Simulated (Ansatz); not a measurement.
# Sb: frozen-core PAW against all-electron methods

```yaml
crystal:
  lattice:
    - [-1.56478, 1.49038, 2.48000]
    - [1.49038, -1.56478, 2.48000]
    - [1.51963, 1.51963, -2.52515]
  atoms:
    - { symbol: Sb, position: [0.00000, 0.00000, 0.00000] }
```

The cell comes from COD entry 9013010, which wasn't checked; take it as a given geometry. The listed cell was then made from it by scaling, straining or moving an atom.

No spin–orbit coupling, which matters for the heavy atoms here.

All numbers are computed: DFT, PBEsol, PAW with Ansatz's default frozen-core files, scalar-relativistic (Ansatz 0.2.0); DFT, PBEsol, all-electron PAW with datasets made for the crystal, scalar-relativistic (Ansatz 0.2.0); DFT, PBEsol, all-electron LAPW, scalar-relativistic (Ansatz 0.2.0).

For PAW: a Γ-centred 19×19×19 k mesh, Fermi–Dirac smearing of 0.05 eV, cutoff 420 eV, no spin polarisation; the PAW files were made with PBE, and the program remakes their frozen cores for this functional. The crystal-made all-electron datasets (AE datasets) take a cutoff of 180 eV at this cell. LAPW targets a basis error of 0.25 meV/atom. The Ansatz runs share mesh, smearing and spin set-up. Plane-wave (PAW) pressures include the program's estimate of the Pulay term.

Stress and pressure are positive in compression.

The change that made this cell: equal xy, yz and zx engineering shear strains of -3 %.

No spin–orbit coupling: at heavy atoms the gradients can be off by tens of per cent for that reason.

In a metal, gradients converge slowly with the k mesh: the values move by tens of per cent from one mesh to another, at times in sign, so only the comparison on one mesh counts.

| quantity | PAW | AE datasets | LAPW |
| --- | --- | --- | --- |
| pressure (GPa) | 15.31 | 15.33 | 15.33 |
| stress xx (GPa) | 15.63 | 15.65 | 15.65 |
| stress zz (GPa) | 14.68 | 14.69 | 14.69 |
| stress xy (GPa) | -0.91 | -0.91 | -0.91 |
| field gradient Vzz at Sb (10²¹ V/m²) | 3.37 | 3.45 | – |

PAW's pressure differs from the LAPW value by about 0.01 GPa or less.
